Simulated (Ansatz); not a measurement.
Ansatz (a first-principles code) input:

Ansatz 0.2 input:
```yaml
crystal:
  lattice:
    - [4.947847493, 0.0, 0.0]
    - [-2.4739237465, 4.284961623, 0.0]
    - [0.0, 0.0, 5.4407058636]
  atoms:
    - { symbol: Si, position: [0.4703153901, 0.0, 0.8333333333] }
    - { symbol: Si, position: [0.0, 0.4703153901, 0.1666666667] }
    - { symbol: Si, position: [0.5296846099, 0.5296846099, 0.5] }
    - { symbol: O, position: [0.4125276715, 0.2670086427, 0.7145294312] }
    - { symbol: O, position: [0.7329913573, 0.1455190288, 0.0478627645] }
    - { symbol: O, position: [0.8544809712, 0.5874723285, 0.3811960978] }
    - { symbol: O, position: [0.1455190288, 0.7329913573, 0.9521372355] }
    - { symbol: O, position: [0.2670086427, 0.4125276715, 0.2854705688] }
    - { symbol: O, position: [0.5874723285, 0.8544809712, 0.6188039022] }
kpoints:
  mp_grid: { grid: [4, 4, 3] }
hamiltonian:
  xc: hse06
  pseudopotentials: { kind: paw }
scf:
  n_extra_bands: 9
  occupations: { method: fixed }
output:
  eigenvalues: true
  eigenstates:
    e_range: [-9.0, 16.6]
    kpoints:
      - [0.333333, 0.333333, 0.0]  # VBM
      - [0.0, 0.0, 0.0]  # CBM
      - [0.0, 0.0, 0.0]  # GAMMA
      - [0.0, 0.0, 0.5]  # A
      - [0.3333333333, 0.3333333333, 0.0]  # K
      - [0.3333333333, 0.3333333333, 0.5]  # H
      - [0.5, 0.0, 0.0]  # M
      - [0.5, 0.0, 0.5]  # L
```

Output (shortened):

```
Pseudopotentials: kind: paw
Pseudopotential: Si, paw, valence charge 4
Pseudopotential: O, paw, valence charge 6
Functional definition: HSE06
davidson cushion auto → on  (no smearing: the cushion is to keep the highest requested band from converging to the state above it …
Crystal: 9 atoms, lattice volume = 115.350 Å³
Basis set: ecut = 420 eV, 2221 PW (Γ)
Bands: 33, of which v1, the nominal top of the filled ones, is band 24 counted from 1 (23 counted from 0)
Symmetry: 6 space group operations
Space group: P3121 (ITA 152), of the structure as read, at distance tolerance 4.9e-5 Å
k-points: 9 of 48 (time reversal used)
PAW frozen core: Si, regenerated for the run's functional, and the local potential with it
PAW frozen core: O, regenerated for the run's functional, and the local potential with it
Initial wavefunctions: pseudopotential atomic-orbital guess
Eigensolver: davidson
Functional: x = pbe(κ = 0.804, μ = 0.2195149727645171), c = pbe(β = 0.06672455060314922), warm-up for x = pbe(κ = 0.804, μ = 0.2195149727645171) + 0.25 (exact …
SCF iter   1: F=—  HF=-5322.194131 eV  |F-HF|=—  |Δ(HF+E_count)|=         —  Δρ=1.20e-3  dr2=9.17e-4  ethr=1.77e-3  ⟨swp⟩=2.0  Hψ=2260  notcnv=0
preconditioner: auto → none
iter 2 solved again at ethr=1.64e-7 eV; its pass at ethr=1.91e-6 eV (dr2=7.86e-5 eV) is discarded
SCF iter   2: F=-5322.195836 eV  HF=-5322.195356 eV  |F-HF|=4.79e-4  |Δ(HF+E_count)|=   1.23e-3  Δρ=5.29e-4  dr2=7.83e-5  ethr=1.64e-7  ⟨swp⟩=2.1  Hψ=1673  notcnv=0
SCF 1 stopped early in 2 iterations: F = -5322.195836 eV  dr2 = 7.83e-5
Crystal: 9 atoms, lattice volume = 115.350 Å³
Initial density: handed on by an earlier stage of this run
Initial wavefunctions: those handed on with the density
Functional: x = pbe(κ = 0.804, μ = 0.2195149727645171) + 0.25 (exact − pbe) at short range (hse, ω = 0.20786987370883472 Å⁻¹), c = pbe(β = 0.06672455060314922); HSE06 as pw.x's `hse` composes it (authors' and Libxc's form: `xc: wpbeh`)
Exchange kernel: α = 0.2500, screened, ω = 0.2079 Å⁻¹, Wigner–Seitz truncation, v(0) = 1041.7497 eV·Å³, q-mesh 4×4×3, nearest image of the exchange supercell L …
Frozen-core exchange: fock
SCF iter   1: F=—  HF=-5323.242696 eV  |F-HF|=—  |Δ(HF+E_count)|=         —  Δρ=6.80e-3  dr2=4.10e-2  ethr=1.63e-6  ⟨swp⟩=8.2  Hψ=1675  notcnv=0
preconditioner: auto → none
SCF iter   2: F=—  HF=-5323.229267 eV  |F-HF|=—  |Δ(HF+E_count)|=   1.34e-2  Δρ=3.78e-3  dr2=6.55e-3  ethr=1.63e-6  ⟨swp⟩=4.6  Hψ=1205  notcnv=0
SCF iter   3: F=—  HF=-5323.242784 eV  |F-HF|=—  |Δ(HF+E_count)|=   1.35e-2  Δρ=1.55e-3  dr2=2.66e-3  ethr=1.63e-6  ⟨swp⟩=4.4  Hψ=993  notcnv=0
SCF iter   4: F=—  HF=-5323.241930 eV  |F-HF|=—  |Δ(HF+E_count)|=   8.55e-4  Δρ=1.32e-4  dr2=3.21e-5  ethr=1.63e-6  ⟨swp⟩=3.1  Hψ=938  notcnv=0
SCF iter   5: F=—  HF=-5323.242117 eV  |F-HF|=—  |Δ(HF+E_count)|=   1.87e-4  Δρ=1.85e-4  dr2=3.44e-5  ethr=2.10e-8  ⟨swp⟩=5.6  Hψ=1079  notcnv=0  defer=1
SCF iter   6: F=-5323.242105 eV  HF=-5323.242107 eV  |F-HF|=1.80e-6  |Δ(HF+E_count)|=   1.02e-5  Δρ=4.54e-5  dr2=2.82e-6  ethr=2.10e-8  ⟨swp⟩=4.0  Hψ=997  notcnv=0
SCF 2 stopped early in 6 iterations: F = -5323.242105 eV  dr2 = 2.82e-6
hybrid outer 1: dexx = +1.649e-2 eV, tail = 2.85e-5 eV
Crystal: 9 atoms, lattice volume = 115.350 Å³
Exchange kernel: α = 0.2500, screened, ω = 0.2079 Å⁻¹, Wigner–Seitz truncation, v(0) = 1041.7497 eV·Å³, q-mesh 4×4×3, nearest image of the exchange supercell L …
Frozen-core exchange: fock
SCF iter   1: F=—  HF=-5323.242219 eV  |F-HF|=—  |Δ(HF+E_count)|=         —  Δρ=4.36e-5  dr2=9.33e-7  ethr=2.96e-7  ⟨swp⟩=4.2  Hψ=723  notcnv=0
preconditioner: auto → none
SCF iter   2: F=—  HF=-5323.242219 eV  |F-HF|=—  |Δ(HF+E_count)|=   5.47e-7  Δρ=1.86e-5  dr2=2.60e-7  ethr=1.55e-9  ⟨swp⟩=4.8  Hψ=1189  notcnv=0
iter 3 solved again at ethr=1.31e-11 eV; its pass at ethr=4.53e-10 eV (dr2=6.29e-9 eV) is discarded
SCF iter   3: F=-5323.242219 eV  HF=-5323.242219 eV  |F-HF|=2.25e-9  |Δ(HF+E_count)|=   4.53e-8  Δρ=3.41e-6  dr2=4.00e-8  ethr=1.31e-11  ⟨swp⟩=4.0  Hψ=1583  notcnv=0
SCF 3 converged in 3 iterations: F = -5323.242219 eV  dr2 = 4.00e-8
hybrid outer 2: dexx = +3.107e-7 eV, tail = 8.68e-8 eV, Δε = 9.03e-4 eV (about 6.01e-5 eV left of the loop's levels)
NSCF: frozen V_eff on 8 k-points
hybrid SCF converged: 2 outer / 9 inner (+2 warm-up), last move |dexx| = 3.11e-7 eV, tail = 8.68e-8 eV
Stability not checked (fock_operator)
Free energy (F): -5323.242219 eV
Frozen-core exchange: fock
Harris-Foulkes:  -5323.242219 eV  (|F-HF|=2.25e-9)
Internal energy: -5323.242219 eV  (E = F + TS)
E sigma→0 (E₀):  -5323.242219 eV
Fermi energy:    1.003739 eV
--- Per-component energies (eV) ---
  E_band       = -298.490560
  E_kinetic    = 1212.582715
  E_local      = -2967.163731  (includes V_loc(G=0)·N_el)
  E_nonlocal   = 351.542940
  E_hartree    = 1068.482079
  E_xc         = -492.730305
  E_vxc        = -567.515422  (∫ρ·V_xc dr)
  E_exx        = -138.056918  (= α·E_x^exact, valence–valence)
  E_paw        = -2476.896018  (= ΣΔE_a)
  E_vpaw       = -188.804439  (= ΣTr[D̂ρ^β])
  E_aug_tail   = 0.015482  (compensation charges beyond the density's cutoff)
  E_ewald      = -1880.681155
  E_core_change = -0.337308  (= ΣΔE_core)
  E_smearing   =  0.000000  (= −TS)
  E_closure    =  0.000000  (closes the sum)
  Σ components = -5323.242219   (vs F -5323.242219, Δ=0.00e0)
  [band-id]    e_kinetic+e_local+e_nonlocal+2·e_hartree+e_vxc+2·e_exx+e_vpaw+e_augmentation_tail = -298.492134   (vs E_band -298.490560, Δ=-1.57e-3)
--- Band table (eV; the first three rows and the last of 9) ---
  k-point 0: bands = ["-19.8354", "-18.2700", "-18.2700", "-17.6107", "-17.5980", "-17.5980", "-7.5204", "-7.5204", "-4.5419", "-4.5038", "-4.3269", "-4.3269", "-2.0088", "-2.0088", "-1.8148", "-1.5153", "-0.4600", "-0.4600", "-0.4467", "-0.0245", "-0.0245", "0.3041", "0.7118", "0.7118", "8.7056", "12.1803", "12.1803", "12.6737", "12.6737", "13.9469", "14.6575", "15.2756", "15.6983"]
  k-point 1: bands = ["-19.6150", "-19.0225", "-17.7122", "-17.6111", "-17.6093", "-17.5827", "-8.5289", "-6.0599", "-4.9426", "-4.6954", "-4.6439", "-3.7890", "-2.0156", "-1.7370", "-1.6798", "-1.2008", "-0.9036", "-0.7477", "-0.6360", "-0.5066", "-0.1484", "0.5692", "0.8641", "0.9274", "9.7383", "11.6729", "11.9892", "12.2093", "13.3831", "13.4306", "14.3008", "14.9870", "15.0162"]
  k-point 2: bands = ["-19.6518", "-18.4791", "-18.2493", "-17.6592", "-17.6256", "-17.6009", "-7.6039", "-7.1229", "-4.6421", "-4.5785", "-4.4699", "-3.9929", "-2.2164", "-1.8924", "-1.7454", "-1.2362", "-1.0112", "-0.5778", "-0.5094", "-0.1067", "-0.0090", "0.1633", "0.7802", "0.8721", "9.6154", "12.1775", "12.2596", "12.7762", "12.9765", "13.8252", "14.1568", "15.0198", "15.3991"]
  k-point 8: bands = ["-19.2790", "-18.8348", "-18.2907", "-17.6818", "-17.6586", "-17.6229", "-7.5613", "-6.4348", "-5.6119", "-4.4332", "-4.1072", "-3.9619", "-2.2938", "-2.0334", "-1.6613", "-1.2611", "-0.9896", "-0.7879", "-0.3215", "-0.1350", "0.0939", "0.2448", "0.5376", "0.7713", "11.3987", "12.2202", "12.5456", "12.9654", "13.1012", "13.4405", "13.7005", "14.2565", "14.7234"]
  band table: 33 of 33 bands, residual norms ≤ 1.0e-3 eV
```

Cost: around 4 core-minutes (rough) on shared cores.

The points marked VBM and CBM come from a semilocal run.

Space group P3_121. Symmetry was held in the PBEsol relaxation.

Potentials: the later of the program's two PAW sets.

Ansatz is a plane-wave DFT program.
